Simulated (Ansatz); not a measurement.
Al$_{2}$Au:
```
CELL_PARAMETERS angstrom
      0.00000     3.02998     3.02998
      3.02998     0.00000     3.02998
      3.02998     3.02998     0.00000
ATOMIC_POSITIONS crystal
  Al 0.25000 0.25000 0.25000
  Al 0.75000 0.75000 0.75000
  Au 0.00000 0.00000 0.00000
```

Relaxed with PBE. Special points in fractions of this cell's reciprocal vectors: Γ (0.000, 0.000, 0.000); X (0.500, 0.000, 0.500); U (0.625, 0.250, 0.625); K (0.375, 0.375, 0.750); L (0.500, 0.500, 0.500); W (0.500, 0.250, 0.750).

Q: List the band energies nearest the Fermi level at these points for plane-wave PAW PBE (Ansatz code).

A: In eV from the Fermi level; about four levels below and three above (degenerate sets whole), none deeper than 8.9 eV; points with the same levels are listed once.

| k | below | above |
|---|---|---|
| Γ | -6.44 -6.44 -6.44 -5.51 -5.51 | 2.03 2.93 2.93 2.93 |
| X | -5.22 -4.93 -2.05 -2.05 | 1.10 2.07 7.57 |
| U | -5.42 -4.55 -3.34 -1.33 | 1.74 4.29 5.92 |
| L | -6.20 -6.20 -5.40 -5.40 -5.34 | 0.36 0.36 3.22 |
| W | -5.10 -3.97 -3.97 -2.14 | 4.00 4.00 5.10 |

Space group Fm-3m (fluorite or antifluorite type). Symmetry was held in the PBE relaxation. Spin–orbit coupling is left out wherever it is not named.

Potentials: the earlier of the program's two PAW sets.
